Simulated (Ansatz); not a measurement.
A relaxed cell of AgB2 is given with its symmetry left out. It comes from a database structure that was distorted and then relaxed.

Theory: DFT PBE, scalar-relativistic, plane waves, PAW (Ansatz). Cutoff 420 eV, Γ-centred mesh, Gaussian smearing, no spin polarisation.

```
CELL_PARAMETERS angstrom
3.02118 0.00000 0.00000
-1.51059 2.61642 0.00000
0.00000 0.00000 4.06277
ATOMIC_POSITIONS crystal
Ag 0.00000 0.00000 0.00000
B 0.33333 0.66667 0.50000
B 0.66667 0.33333 0.50000
```

Energies over the elements count from the elements' standard structures at the same level, with no fitted energy shifts.

**Question.** What space group does it have?

**Answer.** P6/mmm (No. 191), the AlB2 type. Conventional cell: a = 3.021 Å, c = 4.063 Å. Around Ag lie 12 B at 2.68 Å and 6 Ag at 3.02 Å; B is surrounded by 3 B at 1.74 Å and 6 Ag at 2.68 Å.

**Question.** What is its formation energy per atom?

**Answer.** +0.52 eV/atom. A positive value: parting into the elements would lower its energy.

**Question.** Is it a metal?

**Answer.** Yes, bands cross the Fermi level on the 18×18×12 mesh.

The last run used an 18×18×12 mesh (in the run's order of axes) for its 3-atom cell and Gaussian smearing of 0.10 eV. The cell is a metal run without spin; a magnetic state may lie lower. A structure relaxed within its symmetry needn't be a true minimum.
